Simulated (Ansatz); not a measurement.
SiC in space group P6_3mc (No. 186; Pearson symbol hP16), DFT-r²SCAN in the program Ansatz with PAW potentials, all energies at zero smearing, with the estimated change up to a 700 eV cutoff added, with one set of potentials and settings (totals compare only within such a set). Cell of 16 atoms (8 Si, 8 C): -7130.695 eV.

```csv
element,reference phase,E (eV/atom)
Si,"Fd-3m, 2 atoms in the cell",-639.0667
C,"P6_3/mmc, 4 atoms in the cell",-251.6711
```

Formation energy per atom, worked out: (-7130.695 − 8×(-639.0667) − 8×(-251.6711))/16 = -0.300 eV/atom (-29 kJ per mol of atoms), at 0 K, without zero-point energy or fitted corrections.

The workflow started from a Materials Project entry (that database holds measured and hypothetical structures alike). Its sites differ from those of the usual phase in this space group: another stacking or structure type. Symmetry was held in the r²SCAN relaxation; whether a distortion lowers the energy is not shown. The references are the lowest solids computed at this level, not always the standard phases.

Potentials: the later of the program's two PAW sets.
